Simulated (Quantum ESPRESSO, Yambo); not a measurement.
For ScF₃ (space group R-3c, No. 167), Yambo gives the independent-particle static dielectric constant along x as 2.31 on LDA bands and 1.91 after a scissor of 5.22 eV widens every gap (4×4×4 mesh, 107 bands, 3 Ry local-field block, 0.2 eV broadening). Axes are Cartesian, with cell vectors (Å) (2.85, 1.65, 4.65), (-2.85, 1.65, 4.65), (0.00, -3.29, 4.65).

Problem. A scissor keeps the position matrix elements. In a one-oscillator model, how does ε − 1 scale, and what mean transition energy do the two values imply?

Solution. Each transition adds |r|²/E to ε − 1, so ε − 1 ∝ 1/(E0 + Δ). Then (1.91 − 1)/(2.31 − 1) = E0/(E0 + Δ) = 0.695, and E0 = Δ(ε' − 1)/(ε − ε') = 11.9 eV. The computed Im ε, weighted by 1/E up to 20 eV, has its mean at 10.1 eV; the smallest direct LDA gap is 6.16 eV. The scissor comes from a G0W0 run whose convergence isn't established. Convergence of the RPA response with its 4×4×4 mesh was not tested.

Bands from Quantum ESPRESSO.

Geometry of the Materials Project entry, not relaxed at this level; primitive cell a = b = c = 5.7004 Å, α = β = γ = 60.03°.

The structure is a Materials Project entry; no match was found in the copy of COD used, and its stability was not checked.
